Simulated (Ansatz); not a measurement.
## Notes on Br

```yaml
crystal:
  lattice:
    - [3.35405, 2.39956, 0.00000]
    - [3.35405, -2.39956, 0.00000]
    - [0.00000, 0.00000, -8.75572]
  atoms:
    - { symbol: Br, position: [0.13000, 0.87000, 0.90000] }
    - { symbol: Br, position: [0.37000, 0.63000, 0.40000] }
    - { symbol: Br, position: [0.87000, 0.13000, 0.10000] }
    - { symbol: Br, position: [0.63000, 0.37000, 0.60000] }
```

Method: PBE, no spin polarisation; PAW, plane waves to 420 eV, 7×7×3 Γ-centred mesh, cold occupations (width 0.0394 eV) (Ansatz 0.2.0), atoms fixed.

Problem. Which atom feels the largest force, and which way?

Solution. The largest is on Br1 (and as large on other atoms): 3.46 eV/Å, components (0.00, 1.94, 2.87). It makes 179° with the line to a nearest neighbour, Br3 at 2.15 Å, pointing away from it.

Problem. What is the band gap?

Solution. The gap is 2.42 eV, indirect (the least direct gap found is 2.48 eV).

Problem. Which orbitals make up the band edges?

Solution. Within 0.7 eV of the edges, the states project mainly on Br p (99 %) below the gap and on Br p (89 %) above it.

Problem. What does the stress say?

Solution. The pressure is 6.0 GPa (compression positive), so with the atoms held at these fractions the cell would first expand; the forces are large, so a full relaxation may end otherwise. The principal stresses 0.9, 5.9, 11.2 GPa differ, so its shape would change too.

Origin: a known structure type with other elements, at an estimated volume, so it need not be a known compound. Caveats: atoms or cell far from equilibrium.
